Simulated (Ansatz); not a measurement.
Relaxed-ion elastic tensor of FeNi₃ (Cu3Au type, space group No. 221) in GPa (Voigt order), PBE (plane waves, PAW; program Ansatz); density 8.65 g/cm³, 11.13 Å³ per atom.

|  | 1 | 2 | 3 | 4 | 5 | 6 |
|---|---|---|---|---|---|---|
| 1 | 276 | 155 | 155 | 0.0 | 0.0 | 0.0 |
| 2 | 155 | 276 | 155 | 0.0 | 0.0 | 0.0 |
| 3 | 155 | 155 | 276 | 0.0 | 0.0 | 0.0 |
| 4 | 0.0 | 0.0 | 0.0 | 132 | 0.0 | 0.0 |
| 5 | 0.0 | 0.0 | 0.0 | 0.0 | 132 | 0.0 |
| 6 | 0.0 | 0.0 | 0.0 | 0.0 | 0.0 | 132 |

Q: Is the crystal mechanically stable?

A: Yes: the smallest eigenvalue of C is 122 GPa.

Q: Work out the Voigt, Reuss and Hill averages.

A: K_V = 195, K_R = 195, K_H = 195; G_V = 104, G_R = 89.9, G_H = 96.8 GPa.

Q: Give Young's modulus, Poisson's ratio, Pugh's ratio and the universal anisotropy index.

A: E = 9KG/(3K + G) = 249 GPa; ν = 0.29; K/G = 2.02 (ductile by the Pugh limit of 1.75); A_U = 5G_V/G_R + K_V/K_R − 6 = 0.76.

Q: Estimate the sound speeds and the Debye temperature.

A: v_l = √((K + 4G/3)/ρ) = 6120 m/s, v_t = √(G/ρ) = 3340 m/s, mean 3730 m/s; Θ = (h/k)(3n/4πV)^(1/3) v_m = 497 K.

Q: Give the Zener ratio and Young's modulus along [100], [110] and [111].

A: A = 2C44/(C11 − C12) = 2.18; 1/E = S11 − 2(S11 − S12 − S44/2)Γ with Γ = 0, 1/4, 1/3 gives 165, 261, 324 GPa.

Space group Pm-3m (Cu3Au type). The cell was relaxed with PBE under the symmetry of its start. Spin order of the final state: ferromagnetic, chosen from 5 collinear starts compared on coarse meshes (ties went to the first, and starts can fall back to one state), not a proven ground state. Textbook magnetic order: ferromagnetic. As this level gives no gap, shear constants depend on the k-mesh and smearing (Fermi–Dirac, 0.1 eV here).

Potentials: the later of the program's two PAW sets.
